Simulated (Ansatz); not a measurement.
Property card for SiMo

SiMo:
```cif
data_Mo3Si3
_chemical_formula_sum 'Mo3 Si3'
_space_group_name_H-M_alt 'P 1'
_space_group_IT_number 1
_cell_length_a 5.34756
_cell_length_b 5.34756
_cell_length_c 4.20601
_cell_angle_alpha 90.000
_cell_angle_beta 90.000
_cell_angle_gamma 120.000
loop_
_space_group_symop_operation_xyz
  'x, y, z'
loop_
_atom_site_label
_atom_site_type_symbol
_atom_site_fract_x
_atom_site_fract_y
_atom_site_fract_z
_atom_site_occupancy
Mo1 Mo 0.50000 0.00000 0.00000 1
Mo2 Mo 0.50000 0.50000 0.00000 1
Mo3 Mo 0.00000 0.50000 0.00000 1
Si1 Si 0.00000 0.00000 0.00000 1
Si2 Si 0.33333 0.66667 0.50000 1
Si3 Si 0.66667 0.33333 0.50000 1
```

Space group P6/mmm (No. 191); conventional cell a = b = 5.3476 Å, c = 4.2060 Å, α = β = 90.00°, γ = 120.00°.

Method: plane-wave PAW PBE (Ansatz code). Geometry: relaxed at this level of theory. Other levels are named where they apply.

### Cell and energy

```yaml
volume_per_atom: 17.36 Å³
density: 5.93 g/cm³
Formation energy from the elements (no fitted shifts): -0.002 eV/atom
```

### Electronic structure

```yaml
electronic_character: metallic (no gap)
Density of states at the Fermi level: 0.59 states/eV per atom (mean over ±0.08 eV)
```

### Mechanics

```yaml
Bulk modulus (Birch–Murnaghan fit): 171 GPa
Pressure derivative B′: 4.3
```

A made-up cell: these elements were put on the sites of a structure type; neither database checked (COD, Materials Project) lists it. Whether it is the stable phase at ambient conditions was not checked. The cell was relaxed with PBE under the symmetry of its start; its stability against distortions is not shown here. The run is not spin-polarised. The references are the lowest solids computed at this level, not always the standard phases. Spin–orbit coupling is left out wherever it is not named.

Potentials: the later of the program's two PAW sets.
